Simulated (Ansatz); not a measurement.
# TiO$_{2}$: energy along a strain

TiO$_{2}$, I4_1/amd, a = 3.778 Å, c = 9.584 Å. The compound has several low-lying forms, and this is one of them. Ansatz: r2SCAN, PAW, 500 eV, Γ-centred 6×6×6 mesh on 6 atoms, Gaussian smearing 0.05 eV; no spin polarisation. Cell vectors (Å): 2.671 -2.671 -0.020; 2.671 2.671 -0.020; -2.635 0.000 4.812. The cell is strained by x per cent times the pattern (0 0 1 0 0 0) in the order xx yy zz yz xz xy (engineering shears), with fractional coordinates held. y is the free energy over the start, V0 = 11.398 Å³/atom.

| x (%) | y (meV/atom) |
| --- | --- |
| -6.00 | ? |
| -4.50 | 35.03 |
| -3.00 | 14.67 |
| 0.00 | 0.00 |
| 1.50 | 3.08 |
| 4.50 | 24.81 |
| 6.00 | 41.76 |

Q: Fit y = c2 x² + c3 x³ to the other rows, get the stiffness along the pattern, and predict the missing energy.

A: Least squares on the rows shown. y = 1.4816 x² − 0.054201 x³. The clamped-ion stiffness p·C·p = 2 × 14.82 eV × 160.2 / 11.398 Å³ = 416 GPa, which is C33 in these axes. At x = -6.00 the fit asked for gives 65.05 meV/atom. The run gave 66.15 meV/atom, so the fit is 1.10 meV/atom too low, 1.7 % of the span of the series, against an rms of 0.15 meV/atom on the fitted rows. The row lies outside the fitted range. With a term in x⁴ added, a fit to the same known rows predicts 65.99 meV/atom, so most of the miss is curvature that the known rows already hold.

Cost: 7 runs of about 4.4 core-minutes in all, on Intel Xeon Processor @ 2.50GHz (Skylake/Cascade Lake) (shared hosts).